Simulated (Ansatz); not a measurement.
# ⁷³Ge nuclear quadrupole resonance in GePt at a changed volume

Cell: a COD entry, relaxed with PBE at fixed cell and then changed (volume scaled by 1.04, ions relaxed).

Space group Pnma (No. 62); a = 5.8074, b = 3.7497, c = 6.1681 Å.

```
site  Wyckoff  site symmetry       x       y       z
  Ge       4c            .m.  0.8142  0.7500  0.5883
  Pt       4c            .m.  0.0020  0.7500  0.1923
```

One atom of each set is listed.

The numbers come from a DFT calculation in Ansatz (PBE, plane waves and PAW, scalar-relativistic, 420 eV cutoff, Γ-centred 8×13×8 k-points, Fermi–Dirac smearing 0.05 eV).

⁷³Ge: I = 9/2, Q = -196.0 mb (year-2017 value). Static lattice, zero field.

(1) Predict the zero-field ⁷³Ge lines of each site.

Answers

(1) For I = 9/2 and η = 0 the lines are |C_Q|/24 times 1, 2, 3 and 4; η shifts the lowest up most. At large η the states mix, and weaker lines appear at sums of the main ones; lines under 5 % of the strongest are left out.

```
site  atoms  V_zz (10²¹ V/m²)  C_Q (MHz)     η        line frequencies (MHz)
  Ge      4             -6.99       33.1  0.99  3.41, 3.45, 5.00, 5.06, 6.86
```

With no gap above 0.1 eV, as in a metal, the gradients converge slowly in k; expect changes of a tenth or more on a denser mesh. Without spin–orbit coupling the gradients at and beside Pt can be off by some per cent, at some sites by more.
